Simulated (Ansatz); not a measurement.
# Property card of a Os sheet

The cell was found from a structure generator's guess, not taken from experiment.

Computed with Ansatz, DFT PBE, scalar-relativistic, plane waves, PAW. Plane waves to 420 eV, a k mesh through Γ of 22×22×1 on the computed 1-atom cell and Gaussian smearing (0.10 eV); no spin polarisation.

The sheet is periodic along a and b; c holds vacuum.

```xyz
1
Lattice="2.4219 0.0000 0.0000 0.0000 2.4219 0.0000 0.0000 0.0000 23.8000" Properties=species:S:1:pos:R:3 pbc="T T F"
Os    1.2109    1.2109    7.0000
```

Energies count from the standard state of Os at the same level.

```json
{
 "Layer group": "p4/mmm (No. 61)",
 "In-plane cell": "a = 2.422 Å, b = 2.422 Å, γ = 90.0°",
 "Area per atom": "5.87 Å²",
 "Thickness between the outermost nuclei": "0.00 Å",
 "Energy over the standard state": "+2.74 eV/atom",
 "Band gap over mesh and path": "none (metal or semimetal)",
 "Density of states at the Fermi level": "1.4 states/eV per cell",
 "Löwdin character within 0.5 eV of the Fermi level": "Os 5d 85 %, Os 6s 11 %",
 "Bader charges (e)": "Os1 0.00"
}
```

Levels along Γ–X–M–Γ, in eV from the Fermi level, sorted by energy at each point. Points in fractions of the primitive reciprocal vectors: Γ (0.000 0.000 0.000), X (0.000 0.500 0.000), M (0.500 0.500 0.000).
| point | k (1/Å, with 2π) | band 6 | band 7 | band 8 | band 9 | band 10 | band 11 | band 12 |
| --- | --- | --- | --- | --- | --- | --- | --- | --- |
| Γ | 0.000 | -6.42 | -2.62 | 0.78 | 1.63 | 1.63 | 3.48 | 5.49 |
| - | 0.185 | -6.22 | -2.54 | 0.12 | 1.66 | 2.12 | 3.21 | 5.62 |
| - | 0.371 | -5.52 | -2.30 | -0.94 | 1.75 | 2.52 | 2.82 | 5.99 |
| - | 0.556 | -4.17 | -2.03 | -1.91 | 1.65 | 1.88 | 3.60 | 6.60 |
| - | 0.741 | -3.01 | -2.38 | -1.38 | 0.79 | 2.02 | 4.51 | 7.46 |
| - | 0.927 | -3.77 | -1.08 | -0.24 | 0.09 | 2.16 | 5.54 | 8.54 |
| - | 1.112 | -4.25 | -0.59 | -0.35 | 1.21 | 2.25 | 6.57 | 9.51 |
| X | 1.297 | -4.41 | -0.51 | -0.41 | 1.77 | 2.29 | 7.11 | 9.29 |
| - | 1.482 | -4.35 | -1.42 | -0.34 | 1.82 | 2.65 | 7.51 | 9.32 |
| - | 1.668 | -4.09 | -2.89 | -0.15 | 0.78 | 4.05 | 8.40 | 9.41 |
| - | 1.853 | -3.89 | -2.37 | -0.38 | 0.14 | 5.39 | 9.45 | 9.53 |
| - | 2.038 | -3.55 | -1.42 | -0.29 | 0.65 | 6.62 | 9.64 | 10.61 |
| - | 2.224 | -3.23 | -2.22 | 0.60 | 2.63 | 7.71 | 9.63 | 11.85 |
| - | 2.409 | -2.99 | -2.73 | 0.88 | 5.09 | 8.54 | 9.34 | 11.70 |
| M | 2.594 | -2.90 | -2.90 | 0.97 | 6.48 | 8.88 | 8.88 | 11.59 |
| - | 2.856 | -2.90 | -2.73 | 0.79 | 4.44 | 6.99 | 10.65 | 11.49 |
| - | 3.119 | -2.86 | -2.23 | 0.26 | 1.60 | 3.70 | 9.53 | 11.68 |
| - | 3.381 | -2.63 | -1.44 | -1.04 | -0.52 | 0.77 | 7.37 | 9.46 |
| - | 3.643 | -3.28 | -2.10 | -1.32 | -0.47 | 0.02 | 5.51 | 7.73 |
| - | 3.905 | -4.98 | -2.00 | -1.26 | 0.53 | 1.50 | 3.96 | 6.49 |
| - | 4.167 | -6.05 | -2.46 | -0.16 | 1.32 | 2.61 | 2.94 | 5.74 |
| Γ | 4.429 | -6.42 | -2.62 | 0.78 | 1.63 | 1.63 | 3.48 | 5.49 |

The last run used a 22×22×1 mesh for its 1-atom cell and Gaussian smearing of 0.10 eV. Spin–orbit coupling, which can matter for Os, is left out.
